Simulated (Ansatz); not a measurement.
## PtSe2: one input, then a changed one

The cell comes from COD entry 9009117, which wasn't checked; take it as a given geometry. Its inner coordinates are ideal values, not refined ones.

First run: DFT, PBE, PAW with Ansatz's default frozen-core files, scalar-relativistic (Ansatz 0.2.0).

Command: `ansatz run input.yaml --threads 1 --pin off --max-ram 3072MiB --backend cpu --events-out ev --progress --plain --runs-dir out` The run took about 28 s on 1 thread of a shared machine.

```yaml
crystal:
  lattice:
    - [3.7240006046, 0.0, 0.0]
    - [-1.8620003023, 3.2250791273, 0.0]
    - [0.0, 0.0, 5.062]
  atoms:
    - { symbol: Pt, position: [0.0, 0.0, 0.0] }
    - { symbol: Se, position: [0.3333333333, 0.6666666667, 0.25] }
    - { symbol: Se, position: [0.6666666667, 0.3333333333, 0.75] }
kpoints:
  mp_grid: { grid: [10, 10, 7] }
  band_path:
    path:
      - [0.0, 0.0, 0.0]
      - [0.5, 0.0, 0.0]
      - [0.3333333333, 0.3333333333, 0.0]
      - [0.0, 0.0, 0.0]
      - [0.0, 0.0, 0.5]
      - [0.5, 0.0, 0.5]
      - [0.3333333333, 0.3333333333, 0.5]
      - [0.0, 0.0, 0.5]
      - [0.5, 0.0, 0.5]
    npoints: 14
scf:
  occupations: { method: fermi_dirac, width: 0.05 }
hamiltonian:
  xc: pbe
  pseudopotentials: { kind: paw }
output:
  forces: true
  stress: true
  eigenvalues: true
  efg: { contact_densities: true }
  populations: true
  bader: true
  dos: { projected: true, de: 0.2, e_range: [-14, 8] }
  write_density: true
  write_potential: true
  elf: true
  volumetric_format: npy
```

Result: converged; pressure 7.31 GPa; largest force 0.564 eV/Å; no gap on the k mesh; 6 SCF iterations.

No spin–orbit coupling, which matters for the heavy atoms here.

The input is then changed:

```diff
@@ -9,5 +9,5 @@
     - { symbol: Se, position: [0.6666666667, 0.3333333333, 0.75] }
 kpoints:
-  mp_grid: { grid: [10, 10, 7] }
+  mp_grid: { grid: [5, 5, 4] }
   band_path:
     path:
@@ -24,7 +24,9 @@
 scf:
   occupations: { method: fermi_dirac, width: 0.05 }
+  algorithm: direct_min
 hamiltonian:
   xc: pbe
   pseudopotentials: { kind: paw }
+  hubbard: { sites: [{ species: Pt, l: d, u_eff: 2.0 }], double_counting: amf }
 output:
   forces: true
@@ -33,9 +35,3 @@
   efg: { contact_densities: true }
   populations: true
-  bader: true
-  dos: { projected: true, de: 0.2, e_range: [-14, 8] }
-  write_density: true
-  write_potential: true
-  elf: true
-  volumetric_format: npy
```

(1) Predict the outcome of the changed run.

## Answers

(1) It converged; pressure 7.44 GPa; largest force 0.538 eV/Å; no gap on the k mesh; 9 SCF iterations. Some of these settings are too coarse for converged properties.
